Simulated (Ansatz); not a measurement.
Ansatz input

```yaml
crystal:
  lattice:
    - [3.9360355374, 0.0, 0.0]
    - [-1.9680177687, 3.4087067656, 0.0]
    - [0.0, 0.0, 2.3949871344]
  atoms:
    - { symbol: Ni, position: [1.0, 1.0, 0.0], spin: 0.783 }
    - { symbol: Ni, position: [0.3333333333, 0.6666666667, 0.5], spin: 0.791 }
    - { symbol: Ni, position: [0.6666666667, 0.3333333333, 0.5], spin: 0.791 }
hamiltonian:
  xc: r2scan
  pseudopotentials:
    kind: paw
    azcp:
      Ni: "pseudopotentials/Ni.paw.azcp"
basis:
  ecutwfc: 500
  fft_grid_basis: typed
kpoints:
  mp_grid: { grid: [10, 10, 15], shift: [0, 0, 0] }
magnetization:
  spin_polarized: true
scf:
  occupations: { method: fermi_dirac, width: 0.05 }
  lower_state_search: "off"
output:
  stress: true
```

and its output:

```
Engine: ansatz 0.2.0, x86_64-unknown-linux-gnu
Pseudopotentials: kind: paw
Pseudopotential: Ni, paw, valence charge 18, recommended cutoff 500 eV (meta_gga) 
Functional definition: r2SCAN
  parameter k0 = 0.174
  parameter k1 = 0.065
  parameter a1 = 4.9479
  exchange = r2scan_x(k0 = k0, k1 = k1, a1 = a1)
  correlation = r2scan_c
Crystal: 3 atoms, lattice volume = 32.133 Å³
Basis set: ecut = 500 eV, 795 PW (Γ), exchange–correlation on 120×120×72 points (64 copies of the dense FFT grid, shifted against one another)
Bands: 34, of which v1, the nominal top of the filled ones, is band 27 counted from 1 (26 counted from 0)
Symmetry: 24 space group operations
Space group: P6/mmm (ITA 191), of the structure as read, at distance tolerance 3.2e-5 Å
Magnetic group: BNS 191.233 (UNI 1463), of the structure as read, at distance tolerance 3.2e-5 Å
k-points: 112 of 1500
Non-local potential: Ni, projectors of the file, l = 0: 3, l = 1: 2, l = 2: 3, l = 3: 1
PAW form: soft (Blöchl's): semilocal exchange-correlation on the pseudo side does not see the compensation charge
PAW frozen core: Ni, regenerated for the run's functional (the file was generated under x = pbe(κ = 0.804, μ = 0.2195149727645171), c = pbe(β = 0.06672455060314922))
PAW one-centre angular grid: Ni, 590 points (default); XC on 160 Gauss nodes
Initial density: superposition of atomic densities (chi_scale 0.1, normalization cell)
Starting moments: Σ|m| = 2.365 μB on 3 of 3 sites
Initial wavefunctions: pseudopotential atomic-orbital guess
Functional: x = r2scan, c = r2scan; τ floored in thin density (d = 2e-4 eV/Å³)
iter 1 solved again at ethr=1.10e-3 eV; its pass at ethr=3.10e-3 eV (dr2=5.96e-1 eV) is discarded
SCF iter   1: F=-17535.090829 eV  HF=-17535.065344 eV  |F-HF|=2.55e-2  |Δ(HF+E_count)|=         —  Δρ=3.55e-2 (↑3.55e-2 ↓2.98e-2)  dr2=5.94e-1  dr2_τ=2.25e-2  dr2_m=5.65e-2  M=2.052 μB ∫|m|=2.159 μB  β_m=0.30  ethr=1.10e-3  ⟨swp⟩=1.0  Hψ=36988  notcnv=0
SCF iter   2: F=-17534.905292 eV  HF=-17535.350742 eV  |F-HF|=4.45e-1  |Δ(HF+E_count)|=   2.85e-1  Δρ=4.15e-2 (↑2.40e-2 ↓4.15e-2)  dr2=6.78e-1  dr2_τ=3.01e-3  dr2_m=1.04e-1  M=2.038 μB ∫|m|=2.194 μB  β_m=0.30  ethr=1.10e-3  ⟨swp⟩=3.9  Hψ=15230  notcnv=0  κ⁻¹=1.0e0(r=1)
SCF iter   3: F=-17534.825845 eV  HF=-17535.374731 eV  |F-HF|=5.49e-1  |Δ(HF+E_count)|=   2.40e-2  Δρ=4.15e-2 (↑1.50e-2 ↓4.15e-2)  dr2=6.70e-1  dr2_τ=2.20e-3  dr2_m=1.06e-1  M=2.094 μB ∫|m|=2.296 μB  β_m=0.30  ethr=1.10e-3  ⟨swp⟩=2.3  Hψ=10430  notcnv=0  defer=50  κ⁻¹=4.8e-2(r=2)
SCF iter   4: F=-17535.416700 eV  HF=-17535.395739 eV  |F-HF|=2.10e-2  |Δ(HF+E_count)|=   2.10e-2  Δρ=1.27e-2 (↑1.27e-2 ↓9.99e-3)  dr2=3.04e-2  dr2_τ=3.87e-4  dr2_m=2.43e-2  M=2.072 μB ∫|m|=2.316 μB  β_m=1.00  ethr=1.10e-3  ⟨swp⟩=2.0  Hψ=10952  notcnv=0  defer=243  κ⁻¹=4.1e-4(r=3)
...
SCF iter  20: F=-17535.454026 eV  HF=-17535.454077 eV  |F-HF|=5.06e-5  |Δ(HF+E_count)|=   8.95e-4  Δρ=1.17e-3 (↑3.14e-4 ↓1.17e-3)  dr2=4.11e-4  dr2_τ=1.36e-6  dr2_m=8.09e-5  M=2.130 μB ∫|m|=2.595 μB  β_m=1.20  ethr=2.18e-7  ⟨swp⟩=2.1  Hψ=14588  notcnv=0  defer=248  κ⁻¹=2.8e-5(r=6)
SCF iter  21: F=-17535.454332 eV  HF=-17535.454187 eV  |F-HF|=1.45e-4  |Δ(HF+E_count)|=   1.10e-4  Δρ=4.26e-4 (↑2.47e-4 ↓4.26e-4)  dr2=3.77e-5  dr2_τ=2.70e-7  dr2_m=7.91e-6  M=2.129 μB ∫|m|=2.593 μB  β_m=1.20  ethr=2.18e-7  ⟨swp⟩=2.0  Hψ=8814  notcnv=0  defer=248  κ⁻¹=2.8e-5(r=7)
SCF iter  22: F=-17535.454404 eV  HF=-17535.454360 eV  |F-HF|=4.38e-5  |Δ(HF+E_count)|=   1.73e-4  Δρ=4.55e-4 (↑1.15e-4 ↓4.55e-4)  dr2=5.05e-5  dr2_τ=1.82e-7  dr2_m=1.50e-5  M=2.131 μB ∫|m|=2.595 μB  β_m=1.20  ethr=6.98e-8  ⟨swp⟩=2.1  Hψ=12171  notcnv=0  defer=248  κ⁻¹=2.7e-5(r=8)
SCF iter  23: F=-17535.454441 eV  HF=-17535.454429 eV  |F-HF|=1.17e-5  |Δ(HF+E_count)|=   6.94e-5  Δρ=2.10e-4 (↑3.09e-5 ↓2.10e-4)  dr2=5.58e-6  dr2_τ=4.06e-8  dr2_m=3.26e-6  M=2.129 μB ∫|m|=2.592 μB  β_m=1.20  ethr=6.98e-8  ⟨swp⟩=2.0  Hψ=12909  notcnv=0  defer=248  κ⁻¹=1.3e-5(r=8)
SCF iter  24: F=-17535.454453 eV  HF=-17535.454441 eV  |F-HF|=1.24e-5  |Δ(HF+E_count)|=   1.12e-5  Δρ=8.90e-5 (↑2.51e-5 ↓8.90e-5)  dr2=1.12e-6  dr2_τ=6.78e-9  dr2_m=7.14e-7  M=2.130 μB ∫|m|=2.593 μB  β_m=1.20  ethr=1.03e-8  ⟨swp⟩=2.0  Hψ=12742  notcnv=0  defer=248  κ⁻¹=1.5e-5(r=8)
SCF iter  25: F=-17535.454454 eV  HF=-17535.454454 eV  |F-HF|=2.16e-7  |Δ(HF+E_count)|=   1.33e-5  Δρ=1.17e-4 (↑1.45e-5 ↓1.17e-4)  dr2=3.64e-6  dr2_τ=9.15e-9  dr2_m=1.09e-6  M=2.130 μB ∫|m|=2.592 μB  β_m=1.20  ethr=2.07e-9  ⟨swp⟩=2.2  Hψ=13733  notcnv=0  defer=248  κ⁻¹=6.4e-5(r=8)
SCF iter  26: F=-17535.454456 eV  HF=-17535.454456 eV  |F-HF|=4.47e-7  |Δ(HF+E_count)|=   2.03e-6  Δρ=8.39e-5 (↑4.70e-6 ↓8.39e-5)  dr2=1.84e-6  dr2_τ=4.57e-9  dr2_m=5.53e-7  M=2.130 μB ∫|m|=2.592 μB  β_m=1.20  ethr=2.07e-9  ⟨swp⟩=1.9  Hψ=9410  notcnv=0  defer=248  κ⁻¹=2.3e-5(r=8)
SCF iter  27: F=-17535.454457 eV  HF=-17535.454457 eV  |F-HF|=3.48e-7  |Δ(HF+E_count)|=   8.17e-7  Δρ=2.09e-5 (↑3.58e-6 ↓2.09e-5)  dr2=1.20e-7  dr2_τ=2.76e-10  dr2_m=3.51e-8  M=2.129 μB ∫|m|=2.592 μB  β_m=1.20  ethr=2.07e-9  ⟨swp⟩=2.3  Hψ=10481  notcnv=0  defer=248  κ⁻¹=1.5e-6(r=8)
SCF iter  28: F=-17535.454457 eV  HF=-17535.454457 eV  |F-HF|=3.09e-8  |Δ(HF+E_count)|=   4.28e-7  Δρ=1.18e-5 (↑1.31e-6 ↓1.18e-5)  dr2=3.55e-8  dr2_τ=1.02e-10  dr2_m=1.12e-8  M=2.129 μB ∫|m|=2.592 μB  ethr=1.85e-10  ⟨swp⟩=4.7  Hψ=27620  notcnv=0
SCF 1 converged in 28 iterations: F = -17535.454457 eV  dr2 = 3.55e-8
this state was not tested for a lower state beside it, because the mixer in use, unlike msr1, does not test its closes by its own steps (another_mixer; see scf.mixing.algorithm and scf.lower_state_search)
SCF converged after 28 iterations
Magnetization: 2.1295 μB (28.0647 up, 25.9353 down)
Absolute magnetization: 2.5951 μB (∫|ρ↑−ρ↓|, with the PAW one-centre terms)
Spin contamination: 0.0586 ħ² per cell (⟨S²⟩ above its minimum at these occupations)
Per-site moments (μB) at R_I (Å): [(0.7619261161537566, 0.98793219294), (0.7899539269507363, 0.9373943605381759), (0.7899539269507364, 0.9373943605381759)]
Free energy (F): -17535.454457 eV
Harris-Foulkes:  -17535.454457 eV  (|F-HF|=3.09e-8)
Internal energy: -17535.422770 eV  (E = F + TS)
E sigma→0 (E₀):  -17535.438613 eV
Entropy (-TS):   -0.031688 eV (-10.563 meV/atom)
Fermi energy:    18.411752 eV
--- Per-component energies (eV) ---
  E_band       = -912.074456
  E_kinetic    = 847.047850
  E_local      = -10286.029527  (includes V_loc(G=0)·N_el)
  E_nonlocal   = 1923.178619
  E_hartree    = 4306.279129
  E_xc         = -236.257793
  E_vxc        = -350.739171  (∫ρ·V_xc dr)
  E_paw        = -4934.046488  (= ΣΔE_a)
  E_vpaw       = -1684.095915  (= ΣTr[D̂ρ^β])
  E_aug_tail   = 0.000672  (compensation charges beyond the density's cutoff)
  E_vtau       = 26.003855  (kinetic-family band-sum trace: ∫τ·v_τ [+ j·A + Jᵃ·Aᵃ] dr)
  E_ewald      = -9154.695027
  E_core_change = -0.900206  (= ΣΔE_core)
  E_smearing   = -0.031688  (= −TS)
  E_closure    = 0.000000  (closes the sum)
  Σ components = -17535.454457   (vs F -17535.454457, Δ=0.00e0)
--- Stress (GPa, compression-positive) ---
        0.219042       0.000000       0.000000
        0.000000       0.219042       0.000000
        0.000000       0.000000       0.121879
  P = ⅓ Tr σ = 0.1867 GPa (1.867 kbar)
```

Command:

```sh
ansatz run input.yaml --threads 1 --pin off --max-ram 3584MiB --backend cpu --events-out ev --progress --plain --runs-dir out
```

On 1 thread of Intel(R) Xeon(R) Platinum 8259CL CPU @ 2.50GHz (Skylake/Cascade Lake) (shared host) this took about 98 s of wall time and 98 s of CPU time.
